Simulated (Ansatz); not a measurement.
## Al3GaSb4 (P-43m) under several functionals

Plane-wave DFT in Ansatz with scalar-relativistic PAW potentials. The same structure was relaxed (cell and atoms, symmetry kept) in separate runs at each level. The structure is a made-up candidate, not known to be the stable one. No spin polarisation.

How do the levels LDA, PBE, PBEsol compare?

```csv
level,cutoff (eV),k mesh,V (Å³/atom),a (Å),gap (eV)
LDA,420,6×6×6,28.285,6.094,0.43
PBEsol,420,6×6×6,29.031,6.147,0.43
PBE,420,6×6×6,30.119,6.223,0.41
```

The usual order of volumes, LDA < PBEsol < PBE, holds here (28.285, 29.031, 30.119 Å³/atom). As a rule LDA overbinds; PBEsol, built on the gradient expansion of slowly varying densities, lies between LDA and PBE; PBE's stronger gradient term for exchange weakens bonds. Each gap belongs to its own cell, so it mixes the functional's effect with that of the volume; gaps are the least found on the k mesh or on a band path.

Spin-orbit coupling is left out, which matters for the bands of heavy elements.

Cost: 3 runs of about 5.1 core-minutes in all, on Arm Neoverse V1, Intel Xeon 6975P-C (Granite Rapids), Intel Xeon Processor @ 2.50GHz (Skylake/Cascade Lake) (shared hosts).